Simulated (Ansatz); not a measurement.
Given:

BAs (zinc blende)

```
CELL_PARAMETERS angstrom
      0.00000     4.78259     4.78259
      2.39129     2.39129     4.78259
      2.39129     2.39129     0.00000
ATOMIC_POSITIONS crystal
  As 0.00000 0.75000 0.75000
  As 0.50000 0.75000 0.75000
  B  0.00000 0.00000 0.00000
  B  0.50000 0.00000 0.00000
```

The atoms are displaced by Q × the pattern below (from a DFPT mode at X = (0.5, 0.5, 0.0), largest move 1; Q in Å), at fixed cell. It is one choice among 2 degenerate patterns. (q is in reciprocal vectors of the primitive cell; the cell shown is doubled to hold the pattern.)

```json
[
 {"atom": "As1", "x": "-0.104", "y": "0.000", "z": "0.000"},
 {"atom": "As2", "x": "0.104", "y": "0.000", "z": "0.000"},
 {"atom": "B3", "x": "0.000", "y": "1.000", "z": "0.000"},
 {"atom": "B4", "x": "0.000", "y": "-1.000", "z": "0.000"}
]
```

These are r2SCAN (plane waves to 500 eV, PAW, scalar-relativistic; Ansatz, a program for electronic structure) values and carry that method's errors. k mesh 12×12×12 (Γ-centred), Fermi-Dirac smearing 0.05 eV. The energy includes the smearing's −TS. BAs was relaxed with its symmetry unable to fall. The PAW data are Ansatz's earlier set. The zero of ΔE is the undisplaced structure.

The scan covers Q from -0.280 to 0.280 Å in 13 points.

Q: Is this a single well or a double well?

A: A single well with its minimum at or next to zero displacement.

Q: Which space group does the distorted structure have?

A: C222_1 (No. 20), lowered from F-43m.

Q: What is the energy change at Q = 0.280 Å?

A: 1287 meV/cell.

Q: What harmonic wavenumber does the curvature at Q = 0 give?

A: 627 cm⁻¹.

(For displaced atoms, the force is minus the slope of the energy, and its curvature is a force constant, which sets phonon frequencies.)
